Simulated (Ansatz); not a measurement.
**BaAg₂As₂: what symmetry allows forces and stress to be**

```xyz
5
Lattice="-2.2914 2.2914 5.8994 2.2914 -2.2914 5.8994 2.2914 2.2914 -5.8994" Properties=species:S:1:pos:R:3 pbc="T T T"
Ba    0.0000    0.0000    0.0000
Ag    0.0000    2.2914    2.9497
Ag    2.2914    0.0000    2.9497
As    0.0000    0.0000    4.1039
As    0.0000    0.0000    7.6949
```

Computed with DFT PBE, scalar-relativistic, plane waves, PAW (Ansatz 0.2.0).

Settings: cutoff 420 eV, Γ-centred mesh 12×12×12 on the computed 5-atom cell, Gaussian smearing of 0.10 eV; no spin polarisation.

This distorted cell has space group I4/mmm, with 16 operations.

Task: Without a calculation: in which directions can each atom feel a force?

Result: A force must be left unchanged by every operation that keeps its atom in place, so it lies in the space that those operations leave fixed. Atoms that the group maps onto each other feel forces of one size.
| atom | site symmetry | operations at the site | equivalent to atom | allowed force (Cartesian) |
| --- | --- | --- | --- | --- |
| Ba1 | 4/mmm | 16 | 1 | none |
| Ag2 | -4m2 | 8 | 2 | none |
| Ag3 | -4m2 | 8 | 2 | none |
| As4 | 4mm | 8 | 4 | along (0.00, 0.00, 1.00) |
| As5 | 4mm | 8 | 4 | along (0.00, 0.00, 1.00) |

That leaves 1 independent force component of 15. A relaxation in this cell that keeps the symmetry moves the atoms in these directions alone.

Task: And the stress tensor?

Result: It must be invariant under the point group, which leaves 2 independent components: yz, xz, xy vanish; xx = yy.

Task: Do the computed values obey this?

Result: Yes. Forces (eV/Å):
```
Ba1  0.000  0.000  0.000
Ag2  0.000  0.000  0.000
Ag3  0.000  0.000  0.000
As4  0.000  0.000  1.858
As5  0.000  0.000 -1.858
```

Stress (GPa, compression positive, xx yy zz yz xz xy): 4.04 4.04 2.15 0.00 0.00 0.00. The program imposes the same operations on density, forces and stress, so this confirms the analysis and is no independent test of the calculation.